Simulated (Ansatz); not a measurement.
Al3Ni2 (La2O3 or Ni2Al3 type, P-3m1) at seven volumes, DFT-PBEsol in the program Ansatz with PAW potentials, shape and atoms relaxed at each. One row is withheld.

| V (Å³/atom) | P (GPa) |
|---|---|
| 12.276 | 16.43 |
| 12.680 | 10.06 |
| 13.085 | 4.63 |
| 13.490 | 0.00 |
| 13.895 | ? |
| 14.299 | -7.32 |
| 14.704 | -10.19 |

Task: Fit the shown pressures and predict the withheld one.

Result: P = (3/2)B₀(x^(7/2) − x^(5/2))[1 + (3/4)(B′ − 4)(x − 1)] with x = (V₀/V)^(2/3). Least squares on the six rows gives V₀ = 13.490 Å³/atom, B₀ = 142 GPa, B′ = 4.29. At V = 13.895, x = 0.9805 and P = -3.94 GPa. The run itself gave -3.95 GPa.

The first step of the workflow began from a Materials Project structure, measured or hypothetical; the Crystallography Open Database copy checked does not list it. Whether it is the stable phase at ambient conditions was not checked. The cell was relaxed with PBEsol under the symmetry of its start; of distortions, only those at the zone centre were tested. The run is not spin-polarised.

Potentials: the later of the program's two PAW sets.
